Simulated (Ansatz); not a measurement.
**BN: two-dimensional strain map**

These are results of Ansatz, DFT LDA, scalar-relativistic, plane waves, PAW, not measurements. The runs took a 420 eV cutoff, a Γ-centred 12×12×6 mesh and Gaussian smearing (0.05 eV). No spin polarisation. Energies are free energies at this smearing, counted from the undisturbed cell; pressure is positive in compression.

Reference structure (as given, not relaxed at this level; it stands at -13.7 GPa; this wurtzite form isn't the usual structure):

```
B N
1.0
     2.55394    0.00000    0.00000
    -1.27697    2.21178    0.00000
     0.00000    0.00000    4.22685
B N
2 2
Direct
  0.66667 0.33333 0.99972
  0.33333 0.66667 0.49972
  0.66667 0.33333 0.62528
  0.33333 0.66667 0.12528
```

The cell is strained by p along both x and y and by q along z, fractional coordinates fixed. Points are written (p, q). At -14 GPa the given cell is far from its own equilibrium, so these figures belong to a strongly strained crystal.

Energy above the undisturbed cell in meV/atom (a dash: not computed):

```csv
p \ q,-0.080,-0.040,0.000,0.040,0.080
-0.080,360.8,?,220.8,253.2,?
-0.040,146.6,–,27.1,–,153.3
0.000,101.8,11.4,0.0,47.3,138.0
0.040,180.6,–,95.3,–,–
0.080,?,–,?,–,435.1
```

(1) Fill in the withheld energies.

## Answers

(1) (-0.080, -0.040): 249.7; (-0.080, 0.080): 331.6; (0.080, -0.080): 347.5; (0.080, 0.000): 278.5.